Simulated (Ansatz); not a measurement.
Nb:
```
Nb
1.0
    2.85873     0.00000     0.00000
   -1.42937     2.47573     0.00000
    0.00000     0.00000     5.24400
Nb
2
Cartesian
  0.00000   1.65049   1.31100
  1.42937   0.82524   3.93300
```

Relaxed with r²SCAN. Special points in fractions of this cell's reciprocal vectors: Γ (0.000, 0.000, 0.000); M (0.500, 0.000, 0.000); K (0.333, 0.333, 0.000); A (0.000, 0.000, 0.500); L (0.500, 0.000, 0.500); H (0.333, 0.333, 0.500).

Task: List the band energies nearest the Fermi level at these points for the program Ansatz at the r²SCAN with spin–orbit coupling level (PAW).

Result: In eV from the Fermi level; about four levels below and three above (degenerate sets whole), none deeper than 8.9 eV; points with the same levels are listed once.

| k | below | above |
|---|---|---|
| Γ | -4.15 -4.15 -1.09 -1.09 | 0.24 0.24 0.30 0.30 |
| M | -3.43 -3.43 -0.55 -0.55 | 0.19 0.19 0.35 0.35 |
| K | -0.68 -0.68 -0.63 -0.63 | 0.93 0.93 3.27 3.27 |
| A | -1.41 -1.41 -1.41 -1.41 | 0.38 0.38 0.38 0.38 |
| L | -2.54 -2.54 -2.54 -2.54 | 2.07 2.07 2.07 2.07 |
| H | -0.53 -0.53 -0.47 -0.47 | 1.20 1.20 1.26 1.26 |

Space group P6_3/mmc (hcp (Mg type)). The start of the workflow was typed in or built on a structure type; the Crystallography Open Database copy checked does not list it. It is not the phase usual at ambient conditions (space group No. 229). Symmetry was held in the r²SCAN relaxation; its stability against distortions is not shown here. The run is not spin-polarised.

Potentials: the later of the program's two PAW sets.
